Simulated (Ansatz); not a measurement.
Method: DFT PBE, scalar-relativistic, plane waves, PAW in Ansatz 0.2.0. Settings: cutoff 420 eV, Γ-centred meshes spaced at most about 0.3 Å⁻¹, and about 0.25 Å⁻¹ or finer for metals (2π included), Gaussian smearing. No spin polarisation in the final relaxations.

Temperature and zero-point effects are left out.

Compare these two cells of SnRu₄, each relaxed at this level.

A.

Space group P-43m (No. 215). a = 4.578 Å, b = 4.578 Å, c = 4.578 Å, α = 90.00°, β = 90.00°, γ = 90.00°
| atom | site | symmetry | x | y | z |
| --- | --- | --- | --- | --- | --- |
| Sn | 1a | -43m | 0.0000 | 0.0000 | 0.0000 |
| Ru | 4e | .3m | 0.3094 | 0.3094 | 0.3094 |

B.

Space group P4/mmm (No. 123). a = 6.163 Å, b = 6.163 Å, c = 2.676 Å, α = 90.00°, β = 90.00°, γ = 90.00°
```json
{"atom": "Sn", "site": "1d", "symmetry": "4/mmm", "x": "0.5000", "y": "0.5000", "z": "0.5000"}
{"atom": "Ru", "site": "4k", "symmetry": "m.2m", "x": "0.1870", "y": "0.1870", "z": "0.5000"}
```

**Question.** Which would you expect to be lower, and how large is the difference?

**Answer.** B is lower, by 0.34 eV/atom. A has space group P-43m (No. 215), 19.2 Å³/atom and no gap on its mesh; B has space group P4/mmm (No. 123), 20.3 Å³/atom and no gap. Counting all near atoms (those within 1.25 times the shortest distance at each site; a plus sign parts nearer from farther groups), A has Sn 4, Ru 4 and B has Sn 6, Ru 2+3. The lower one is the more open, so pressure narrows the difference. Even the lower one lies +1.01 eV/atom against the reference forms of the elements (uncorrected), so neither is stable at this level. Both come from invented guesses. A third cell relaxed alike, in Cmmm, lies 0.34 eV/atom below the lower of the two.

Cells relaxed within their symmetry can be saddle points.
